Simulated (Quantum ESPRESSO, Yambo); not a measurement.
## Levels of theory for the gap of ZnO

ZnO (wurtzite, space group P6_3mc, No. 186): one geometry, one set of PBE (Quantum ESPRESSO, PseudoDojo norm-conserving, 84 Ry, scalar-relativistic) orbitals, self-energies from Yambo (6×6×4 Γ-centred k mesh, bands 9 to 125 and a 10 Ry block in the screening, 125 bands in G with the Bruneval-Gonze terminator, plasmon pole fitted at 27.2 eV).

The geometry is that of Materials Project entry mp-2133, symmetrised and not relaxed again.

```tsv
level	gap Γ → Γ (eV)	rough Yambo cost
PBE (Quantum ESPRESSO)	0.87	–
exchange only (Hartree-Fock self-energy on PBE orbitals)	10.03	about 1/20 (10 states)
static COHSEX@PBE	2.54	within a factor of two (2 states)
G0W0@PBE, plasmon pole	1.91	1 (10 states)
```

Bare exchange has no screening and gives the widest gap; static COHSEX screens it but leaves out the frequency dependence, which G0W0 restores.

Costs are rough ratios of core time on shared machines.

Nearest settings tried, and what they do to the gap: 84 bands in G: +15 meV; 65 bands in W: +123 meV; 4 Ry block (43 vectors against 161): -79 meV; 6×6×2 mesh: -80 meV. So the settings aren't converged at that level. Oxides, nitrides and fluorides with a shallow 3d shell are known to need far more bands and larger blocks.
